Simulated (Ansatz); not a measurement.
ScF3:
```yaml
crystal:
  lattice:
    - [2.81035, 1.62256, 4.66033]
    - [-2.81035, 1.62256, 4.66033]
    - [0.00000, -3.24511, 4.66033]
  atoms:
    - { symbol: Sc, position: [0.50000, 0.50000, 0.50000] }
    - { symbol: Sc, position: [0.00000, 0.00000, 0.00000] }
    - { symbol: F, position: [0.69986, 0.25000, 0.80014] }
    - { symbol: F, position: [0.30014, 0.75000, 0.19986] }
    - { symbol: F, position: [0.80014, 0.69986, 0.25000] }
    - { symbol: F, position: [0.19986, 0.30014, 0.75000] }
    - { symbol: F, position: [0.25000, 0.80014, 0.69986] }
    - { symbol: F, position: [0.75000, 0.19986, 0.30014] }
```

Relaxed with r²SCAN. Special points in fractions of this cell's reciprocal vectors: Γ (0.000, 0.000, 0.000); T (0.500, 0.500, 0.500); H2 (0.753, 0.247, 0.500); H0 (0.500, -0.247, 0.247); L (0.500, 0.000, 0.000); S0 (0.374, -0.374, 0.000); S2 (0.626, 0.000, 0.374); F (0.500, 0.000, 0.500).

### Question
List the band energies nearest the valence-band maximum at these points for plane-wave PAW r²SCAN (Ansatz code).

### Answer
In eV from the valence-band maximum; about four levels below and three above (degenerate sets whole), none deeper than 8.9 eV; points with the same levels are listed once.

```json
[
 {"k": "Γ", "below": "-0.45 -0.45 -0.45 -0.05 0.00 0.00", "above": "7.08 7.08 7.08"},
 {"k": "T", "below": "-0.35 -0.35 -0.35 -0.35 -0.29 -0.29", "above": "7.80 7.80 7.84 7.84 7.84 7.84"},
 {"k": "H2", "below": "-0.67 -0.67 -0.22 -0.22", "above": "7.48 7.48 7.85 7.85"},
 {"k": "L", "below": "-0.31 -0.31 -0.25 -0.25", "above": "7.80 7.80 7.82 7.82"},
 {"k": "S0", "below": "-0.63 -0.46 -0.41 -0.10", "above": "7.33 7.70 7.75"},
 {"k": "F", "below": "-0.65 -0.46 -0.46 -0.01", "above": "7.11 7.73 7.80"}
]
```

Space group R-3c. The workflow started from a Materials Project entry (that database holds measured and hypothetical structures alike); the Crystallography Open Database copy checked does not list it. COD files the formula under space group No. 155, 191, 194, 221. Its standing as an ambient phase is unchecked. The r²SCAN relaxation kept the symmetry of its start; its stability against distortions is not shown here. No spin polarisation was allowed.

Potentials: the earlier of the program's two PAW sets. The files were generated under PBE; for other functionals the program regenerates the frozen cores, and for LDA and PBEsol the local potential too.
